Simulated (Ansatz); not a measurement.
Ag3Sn in space group P-6m2 (No. 187; Ag on 1b, Ag on 2i, Sn on 1a) at seven volumes, plane-wave PAW LDA (Ansatz code), shape and atoms relaxed at each. One row is withheld.

| V (Å³/atom) | P (GPa) |
|---|---|
| 16.481 | 12.55 |
| 17.025 | 7.49 |
| 17.568 | 3.36 |
| 18.111 | 0.00 |
| 18.655 | -2.74 |
| 19.198 | ? |
| 19.741 | -6.83 |

**Question.** Fit the shown pressures and predict the withheld one.

**Answer.** Third-order Birch–Murnaghan: P = (3/2)B₀(x^(7/2) − x^(5/2))[1 + (3/4)(B′ − 4)(x − 1)] with x = (V₀/V)^(2/3). Least squares on the six rows gives V₀ = 18.111 Å³/atom, B₀ = 101.5 GPa, B′ = 5.75. At V = 19.198, x = 0.9619 and P = -5.00 GPa. The run itself gave -4.98 GPa.

The workflow started from a Materials Project entry (that database holds measured and hypothetical structures alike); the Crystallography Open Database copy checked does not list it. COD files the formula under space group No. 59. With Ag and Sn taken as one species the cell has the higher symmetry P6_3/mmc, so it may be an ordered model of a mixed-site phase. Whether it is the stable phase at ambient conditions was not checked. The LDA relaxation kept the symmetry of its start; its stability against distortions is not shown here. The run is not spin-polarised. Spin–orbit coupling is left out wherever it is not named.

Potentials: the later of the program's two PAW sets.
